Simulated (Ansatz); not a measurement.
The relaxed structure here is a generated cell of La2O3: the first start was made by placing the elements on the sites of a structure type, and the end was not matched to a known phase here, so it may be hypothetical. Known forms of La2O3 include space group No. 164.

The end point of a relaxation of La$_{2}$O$_{3}$. Space group P4/mbm (No. 127). The numbers are results of r2SCAN (plane waves to 500 eV, PAW, scalar-relativistic; Ansatz, a quantum-chemistry and plane-wave program), not measurements.

```cif
data_La4O6
_chemical_formula_sum 'O6 La4'
_space_group_name_H-M_alt 'P4/mbm'
_space_group_IT_number 127
_space_group_name_Hall '-P 4 2ab'
_cell_length_a 6.73585
_cell_length_b 6.73585
_cell_length_c 3.41959
_cell_angle_alpha 90.000
_cell_angle_beta 90.000
_cell_angle_gamma 90.000
loop_
_atom_site_label
_atom_site_type_symbol
_atom_site_symmetry_multiplicity
_atom_site_Wyckoff_symbol
_atom_site_fract_x
_atom_site_fract_y
_atom_site_fract_z
_atom_site_occupancy
O1 O 2 a 0.00000 0.00000 0.00000 1
O2 O 4 h 0.35947 0.14053 0.50000 1
La1 La 4 g 0.18221 0.31779 0.00000 1
```

### Question
What is the computed band gap (r2SCAN)?

### Answer
1.72 eV, direct within 0.03 eV (at Γ) (no spin-orbit coupling).

### Question
What is the computed smallest direct gap (r2SCAN)?

### Answer
1.73 eV at Γ.

No spin polarisation in the result.

The run could not lose the symmetry of its start: the end is stationary, and may be a saddle point rather than a minimum.
